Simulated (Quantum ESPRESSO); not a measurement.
```xyz
8
Lattice="3.5940 0.0000 0.0000 -1.7970 3.1125 0.0000 0.0000 0.0000 15.4367" Properties=species:S:1:pos:R:3 pbc="T T T"
S      0.0000     2.0750    13.8893
S      1.7970     1.0375     1.5474
S      1.7970     1.0375     6.1710
S      0.0000     2.0750     9.2657
Ga     0.0000     2.0750     5.0839
Ga     1.7970     1.0375    10.3528
Ga     1.7970     1.0375    12.8023
Ga     0.0000     2.0750     2.6344
```

Cell and atoms were relaxed with PBE+D3(BJ) from Materials Project entry mp-2507, within its symmetry.

Problem. What does PBEsol (pw.x of Quantum ESPRESSO, ONCV potentials, no spin-orbit coupling) give for the electronic structure near the Fermi level?

Solution. The PBEsol gap is indirect, 1.44 eV, from Γ to M; the smallest direct gap is 1.52 eV. Spin-orbit splittings are left out.
